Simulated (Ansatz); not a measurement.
AgW:
```xyz
2
Lattice="3.2167 0.0000 0.0000 0.0000 3.2167 0.0000 0.0000 0.0000 3.2167" Properties=species:S:1:pos:R:3 pbc="T T T"
Ag     0.0000     0.0000     0.0000
W      1.6084     1.6084     1.6084
```

Relaxed with PBE in the plane-wave PAW code Ansatz. Indices refer to the conventional cell of Pm-3m, a = b = c = 3.217 Å, α = β = γ = 90.00°.

### Question
Simulate the powder diffraction pattern (Cu Kα, λ = 1.54184 Å; lines above 1 %) up to 2θ = 90°.

### Answer
Simulated powder pattern, Cu Kα, λ = 1.54184 Å (kinematic, ideal powder, no thermal factors, no anomalous dispersion; the 30 strongest lines at most, above 1 %, up to 2θ = 90°):

| 2θ (°) | d (Å) | I/Imax (%) | hkl |
|---|---|---|---|
| 27.73 | 3.217 | 7.0 | (100) |
| 39.62 | 2.275 | 100 | (110) |
| 49.05 | 1.857 | 2.4 | (111) |
| 57.28 | 1.608 | 17 | (200) |
| 64.81 | 1.439 | 3.5 | (210) |
| 71.90 | 1.313 | 35 | (211) |
| 85.35 | 1.137 | 11 | (220) |

The start of the workflow was typed in or built on a structure type; neither database checked (COD, Materials Project) lists it. Its standing as an ambient phase is unchecked. The PBE relaxation kept the symmetry of its start; whether a distortion lowers the energy is not shown. No spin polarisation was allowed. Its formation energy is positive at this level, so the cell may be metastable or incomplete. Spin–orbit coupling is left out wherever it is not named.

Potentials: the later of the program's two PAW sets.
